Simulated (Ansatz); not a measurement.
Cu2SO4:
```
CELL_PARAMETERS angstrom
      2.18993    -5.31836     0.00000
      2.18993     5.31836     0.00000
      0.00000     0.00000    30.00000
ATOMIC_POSITIONS crystal
  Cu 0.00000 0.50000 0.52412
  S  0.50000 0.50000 0.50000
  O  0.77193 0.61349 0.52942
  O  0.22807 0.38651 0.52942
  O  0.61349 0.77193 0.47058
  O  0.38651 0.22807 0.47058
  Cu 0.50000 0.00000 0.47588
```
The layer is periodic in x and y and isolated along z.

Relaxed with r²SCAN+D4. DFT-r²SCAN+D4 in the program Ansatz with PAW potentials gives a gap of 2.41 eV.

Q: What gap does HSE06 give on the same cell (Ansatz, PAW)?

A: 3.75 eV, 1.33 eV more. The hybrid was solved on a coarser mesh and at special points; its gap is the smallest among all of these.

| k | v1 r²SCAN+D4 | c1 r²SCAN+D4 | v1 HSE06 | c1 HSE06 |
|---|---|---|---|---|
| Γ | -0.30 | 2.41 | -0.37 | 3.75 |
| X | -0.56 | 3.12 | ___ | ___ |
| Y | 0.00 | 3.57 | ___ | ___ |

Q: Top valence (v1) and lowest conduction level (c1) in eV from each method's valence maximum (which need not be a listed point): supply the withheld HSE06 values.

A: 
- X, v1 HSE06: -0.72
- X, c1 HSE06: 4.47
- Y, v1 HSE06: 0.00
- Y, c1 HSE06: 5.02

Cost on shared cores: the r²SCAN+D4 run (SCF on a 8×8×1 mesh, then bands and DOS) around 11 core-minutes (rough), the HSE06 run (SCF on 6×6×1, then a few points) around 100 core-minutes (rough); the tasks are unlike.

Space group C222. The layer was cut from a bulk entry of the Materials Project (measured or hypothetical); whether that bulk phase is the ambient one, and whether the layer has been isolated, was not checked. Symmetry was held in the r²SCAN+D4 relaxation; whether a distortion lowers the energy is not shown. The workflow began spin-polarised and lost its moments. No Hubbard U is applied.

Potentials: the later of the program's two PAW sets.
